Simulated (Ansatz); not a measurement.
Polymorphs of TiB2

19 relaxations of TiB2 ended in 15 distinct structures; the lowest 14 are listed. Level of theory: r2SCAN (plane waves to 500 eV, PAW, scalar-relativistic; Ansatz, an electronic-structure program).

```tsv
#	space group	Pearson	type	E − E(lowest) (eV/atom)	V (Å³/atom)	coordination	runs ending here
1	P6/mmm	hP3	AFLOW prototype AB2_hP3_191_a_d (C32, as in AlB2)	0.00	8.51	–	4
2	I4₁/amd	tI12	–	0.02	8.45	–	1
3	Fmm2	oF24	–	0.30	9.12	–	1
4	P6₃mc	hP6	–	0.47	9.44	–	2
5	P1	aP9	–	0.82	10.29	–	1
6	P-62m	hP9	–	0.83	11.10	–	1
7	Fd-3m	cF24	cubic Laves (MgCu2 type)	0.90	8.33	B 6+6, Ti 12	1
8	Fddd	oF24	–	1.21	9.64	–	1
9	P4/mmm	tP3	–	1.21	10.13	–	1
10	Fd-3m	cF48	–	1.38	10.17	–	1
11	Immm	oI6	–	1.41	11.27	–	1
12	P6₄22	hP9	–	1.49	10.03	–	1
13	P6₂22	hP9	AFLOW prototype AB2_hP9_180_d_j (C40, as in CrSi2)	1.62	10.21	–	1
14	P4/mmm	tP9	–	2.04	13.89	–	1
```

Coordination numbers (neighbours up to the widest gap in distance over summed covalent radii, below 1.35; n+m marks a second, longer set; metal–metal contacts left out). All are gapless at this level. P6/mmm, hP3, AFLOW prototype AB2_hP3_191_a_d (C32, as in AlB2) is the lowest of the structures calculated here.

TiB2 is taken in the hexagonal space group P6/mmm (No. 191), Pearson symbol hP3. Conventional cell: a = b = 3.0247 Å, c = 3.2226 Å, α = β = 90.00°, γ = 120.00°. B on 2d has 3 B at 1.746 Å and 6 Ti at 2.376 Å. Ti on 1a has 12 B at 2.376 Å and 6 Ti at 3.025 Å and 2 Ti at 3.223 Å. (Neighbours: up to the widest gap in distance over summed covalent radii, below 1.35, at either atom; cation-cation and far metal-metal contacts left out.)

Probably no minimum, since a slightly shaken restart fell lower: Immm, oI6 (by 1.39 eV/atom, to I4₁/amd); P6₄22, hP9 (by 0.67 eV/atom, to P1). 1 run with a doubtful electronic state, a coarser numerical grid, an end not at rest or a source that can't be used is left out. Each run could gain symmetry but not lose that of its start, so entries can be saddle points. From databases, or of a type measured for this composition: P6/mmm, hP3, AFLOW prototype AB2_hP3_191_a_d (C32, as in AlB2); the others are generated cells (placed on structure types, drawn at random, substituted or restacked) that were not matched to a known phase here. Energies are at zero temperature and pressure, without zero-point motion. No spin polarisation in the result. A magnetic state may lie lower.
